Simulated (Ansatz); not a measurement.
Sb (A7 type, space group R-3m)

```xyz
2
Lattice="2.1606 1.2474 3.6799 -2.1606 1.2474 3.6799 0.0000 -2.4949 3.6799" Properties=species:S:1:pos:R:3 pbc="T T T"
Sb     0.0000     0.0000     2.6095
Sb     0.0000     0.0000     8.4301
```

In this cell atom 1 (Sb, nearest neighbour Sb at 2.932 Å; its periodic images, 4.3 Å or more away, move with it) is moved by u·(1.000, 0.000, 0.000) + v·(0.000, 0.000, 1.000); the rest is frozen.

Level of theory: PBE-D3(BJ) (plane waves to 420 eV, PAW, scalar-relativistic; Ansatz, a quantum-chemistry and plane-wave program). k mesh 11×11×11 (Γ-centred), Fermi-Dirac smearing 0.05 eV. E stands for the smeared free energy. Stress and pressure are positive under compression. With partly filled bands, energies and forces of such displacements shift with the k mesh and the smearing. Sb was relaxed with its symmetry unable to fall. Spin-orbit coupling is left out, though Sb is heavy. The zero of ΔE is the undisplaced structure. Axes are in Å.

ΔE (eV/cell), with u across and v down:

```tsv
v \ u	-0.440	-0.220	0.000	0.220	0.440
-0.440	1.411	0.754	0.550	0.754	1.411
-0.220	0.675	0.254	0.127	0.254	0.675
0.000	0.272	0.050	0.000	0.050	0.272
0.220	0.123	0.032	0.060	0.032	0.123
0.440	0.144	0.030	0.039	0.030	0.144
```

P (GPa), with u across and v down:

```csv
v \ u,-0.440,-0.220,0.000,0.220,0.440
-0.440,13.5,9.0,7.6,9.0,13.5
-0.220,7.8,4.3,3.3,4.3,7.8
0.000,3.7,0.9,0.0,0.9,3.7
0.220,1.6,-0.9,-1.9,-0.9,1.6
0.440,1.9,-0.6,-1.6,-0.6,1.9
```

Derived quantities:

Lowest place on the grid: u = 0.000 Å, v = 0.000 Å (0 meV/cell). Highest place on the grid, met at several equal points: u = -0.440 Å, v = -0.440 Å; u = 0.440 Å, v = -0.440 Å (1411 meV/cell).

(A displaced cell: forces are minus the slopes of the energy, force constants its curvatures, and phonons follow from these.)
